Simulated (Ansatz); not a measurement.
# Two inputs for TiC with Ta replacing Ti

Cell: a supercell of TiC (rock salt type, Fm-3m) built from a structure deposited in the COD (the entry's cell lengths or inner coordinates differ somewhat from later room-temperature determinations), with all atoms left at the host's positions.

Space group Fm-3m (No. 225); a = 12.9558 Å.

| site | Wyckoff | site symmetry | x | y | z |
| --- | --- | --- | --- | --- | --- |
| Ta | 4a | m-3m | 0.0000 | 0.0000 | 0.0000 |
| Ti2 | 48h | m.m2 | 0.1667 | 0.1667 | 0.0000 |
| Ti5 | 32f | .3m | 0.3333 | 0.1667 | 0.1667 |
| Ti15 | 24e | 4m.m | 0.5000 | 0.5000 | 0.3333 |
| C28 | 32f | .3m | 0.1667 | 0.1667 | 0.1667 |
| C30 | 24e | 4m.m | 0.5000 | 0.5000 | 0.1667 |
| C32 | 48i | m.m2 | 0.5000 | 0.3333 | 0.3333 |
| C41 | 4b | m-3m | 0.5000 | 0.5000 | 0.5000 |

One atom of each set is listed; the run and its k-mesh use a cell of 54 atoms with edges of 9.16, 9.16, 9.16 Å.

Reference run. Level of theory: DFT, PBE, plane waves and PAW, scalar-relativistic, 420 eV cutoff, Γ-centred 3×3×3 k-points, Fermi–Dirac smearing 0.01 eV, cell charge +1 (Ansatz 0.2.0).

Q: The input is changed as follows: `scf.occupations`: {method: fermi_dirac, width: 0.01} → {method: fixed}; `scf.max_iter`: not typed → 80. What happens to V_zz (10²¹ V/m²) and η?

A: 

```
site  V_zz reference  η reference  V_zz changed  η changed
  Ta            0.00            –          0.00          –
 Ti2            0.19         0.18          0.12       0.53
 Ti5          -0.033         0.00         -0.13       0.00
Ti15           0.052         0.00         0.025       0.00
 C28           0.008         0.00        -0.046       0.00
 C30           -0.23         0.00         -0.25       0.00
 C32           0.048         0.09        -0.067       0.98
```

The largest change of V_zz along a kept axis is on Ti5, from -0.033 to -0.13. Where |V_zz| stays above 0.1 and the axes keep their order, η moves most on Ti2, from 0.18 to 0.53. On C32 the largest principal value lies along another axis in the second run, so the two V_zz can't be compared directly. Other sites without a gradient aren't listed. SCF iterations: 7 and 9. New warnings: band overlap at count, metallic iterate. The changed input holds fixed occupations, which suit only a cell with a gap, so its numbers aren't properties of the crystal.

On the reference run: The run isn't spin-polarised, and a state with spin may lie lower. The defect repeats with the cell of 54 atoms, so it feels its images: sites between two images don't show the values beside a lone defect, and zeros or small values of η there can come from the images' arrangement. A uniform background compensates the cell's charge. The defect cell has no gap above 0.1 eV on its mesh, so the values can hang on the smearing and the k-mesh. Without spin–orbit coupling the gradients at and beside Ta can be off by some per cent, at some sites by more. The cell keeps the host's lattice, where the PBE pressure is 6 GPa (in a charged cell this depends on the convention for the mean potential). The neighbours have not yet relaxed around the defect (largest force 0.34 eV/Å), so a real crystal will differ.
